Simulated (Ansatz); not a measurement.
## Ga2H6Se3O12: ⁷¹Ga nuclear quadrupole resonance

Cell: a computed structure from the Materials Project (it need not be an observed phase), taken as it stands.

```cif
data_Ga2H6Se3O12
_symmetry_space_group_name_H-M 'R3c:H'
_symmetry_Int_Tables_number 161
_cell_length_a 9.3893
_cell_length_b 9.3893
_cell_length_c 20.1191
_cell_angle_alpha 90.000
_cell_angle_beta 90.000
_cell_angle_gamma 120.000
loop_
_atom_site_label
_atom_site_type_symbol
_atom_site_symmetry_multiplicity
_atom_site_Wyckoff_symbol
_atom_site_fract_x
_atom_site_fract_y
_atom_site_fract_z
Ga1 Ga 6 a 0.0000 0.0000 0.1231
Ga3 Ga 6 a 0.0000 0.0000 0.3589
H5 H 18 b 0.7783 0.0780 0.4105
H11 H 18 b 0.9110 0.1044 0.4662
Se Se 18 b 0.7214 0.8253 0.7434
O23 O 18 b 0.8636 0.4825 0.3994
O29 O 18 b 0.8191 0.2926 0.5105
O35 O 18 b 0.8038 0.9618 0.8095
O41 O 18 b 0.8602 0.0459 0.4245
```

One atom of each set is listed; the run and its k-mesh use a cell of 46 atoms with edges of 8.62, 8.62, 8.62 Å.

Computed with Ansatz: DFT, PBE, plane waves and PAW, scalar-relativistic, 420 eV cutoff, Γ-centred 3×3×3 k-points, Fermi–Dirac smearing 0.02 eV.

⁷¹Ga: I = 3/2, Q = 107.0 mb (year-2017 value). Static lattice, zero field.

Sites with a gradient: Ga1 (2 atoms; 6 O at 1.98–2.03 Å); Ga3 (2 atoms; 6 O at 1.96–2.05 Å).

(1) The simulated spectrum has lines at 0.804, 0.950 MHz. Sort them into the sets that belong together, and say which site each set most likely comes from.

Results:

(1) For I = 3/2 there is one line, ν = (|C_Q|/2)(1 + η²/3)^½. Ga1: 0.950 MHz (|C_Q| = 1.90 MHz, η = 0.00). Ga3: 0.804 MHz (|C_Q| = 1.61 MHz, η = 0.00).

The sites follow from the calculation. An axis of threefold or higher order runs through Ga3 and Ga1, so V_zz lies along it and η is zero. Like point charges on the first shell alone (each adding as 1/d³) would give the same order.

The largest force is 0.3 eV/Å, so the atoms aren't at the calculated equilibrium and relaxing them would move these values.

Hardware: 1 thread of Intel Xeon 6975P-C (Granite Rapids) (x86_64; 16 cores open to the job, memory cap 2.5 GiB, no GPU), a shared host with a load of 0.4 a core. Wall time 56 s, CPU time 56 s, peak memory 1.2 GiB.
